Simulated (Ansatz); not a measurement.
# Bi₂Te₅, before and after

A trial structure of Bi₂Te₅ was built thus: random cell by space group and Wyckoff sites (P4/mmm, No. 123). Lengths were set from tabulated atomic sizes, so they are only a guess.

start.cif

```cif
data_structure
_symmetry_space_group_name_H-M 'P4/mmm'
_symmetry_Int_Tables_number 123
_cell_length_a 7.4674
_cell_length_b 7.4674
_cell_length_c 4.6036
_cell_angle_alpha 90.000
_cell_angle_beta 90.000
_cell_angle_gamma 90.000
_cell_volume 256.70
loop_
_atom_site_label
_atom_site_type_symbol
_atom_site_symmetry_multiplicity
_atom_site_Wyckoff_symbol
_atom_site_fract_x
_atom_site_fract_y
_atom_site_fract_z
_atom_site_occupancy
Bi1 Bi 2 f 0.50000 0.00000 0.00000 1
Te1 Te 4 j 0.66852 0.66852 0.00000 1
Te2 Te 1 d 0.50000 0.50000 0.50000 1
```

Level of theory: DFT PBE, scalar-relativistic, plane waves, PAW in Ansatz. Cutoff 420 eV, Gaussian smearing, Γ-centred meshes. Cell and atoms relax first on a coarse mesh and then on a finer one. In between, the cell is made exact in the group found at 0.06 Å. In metals the finer mesh still leaves noise of several meV/atom or more. The steps can't lower the symmetry of their start. No spin polarisation.

end.cif

```cif
data_structure
_symmetry_space_group_name_H-M 'P4/mmm'
_symmetry_Int_Tables_number 123
_cell_length_a 8.9336
_cell_length_b 8.9336
_cell_length_c 3.2361
_cell_angle_alpha 90.000
_cell_angle_beta 90.000
_cell_angle_gamma 90.000
_cell_volume 258.27
loop_
_atom_site_label
_atom_site_type_symbol
_atom_site_symmetry_multiplicity
_atom_site_Wyckoff_symbol
_atom_site_fract_x
_atom_site_fract_y
_atom_site_fract_z
_atom_site_occupancy
Bi1 Bi 2 f 0.50000 0.00000 0.00000 1
Te1 Te 4 j 0.74009 0.74009 0.00000 1
Te2 Te 1 d 0.50000 0.50000 0.50000 1
```

The symmetry stays P4/mmm (No. 123). The volume per atom grows by 0.6 %, from 36.7 to 36.9 Å³. The shortest distance goes from 2.52 Å (Te–Te) to 3.16 Å (Bi–Te). The ratio c/a of the conventional cell changes by a factor of 0.59. The energy falls by about 1.6 eV/atom (the start's value is from the coarse mesh).

```json
{
  "Volume per atom": "36.90 Å³",
  "Density": "6.79 g/cm³",
  "Energy over the elements": "+0.17 eV/atom",
  "Gap on the 4×4×12 mesh of the 7-atom cell": "0 eV (a metal)"
}
```

Energies over the elements count from the elements' standard structures at the same level, with no fitted energy shifts. It can't be a ground state, since the elements alone are lower.

The last run used Gaussian smearing of 0.10 eV. These runs have no spin–orbit coupling, which can matter for Bi and Te. The reference form of Te is held partly by dispersion forces, which this level lacks. Symmetry constrained the relaxation, so the result can be a saddle point. In all, the 4 runs took 22 min on 1 thread of Arm Neoverse N1, on a shared host.
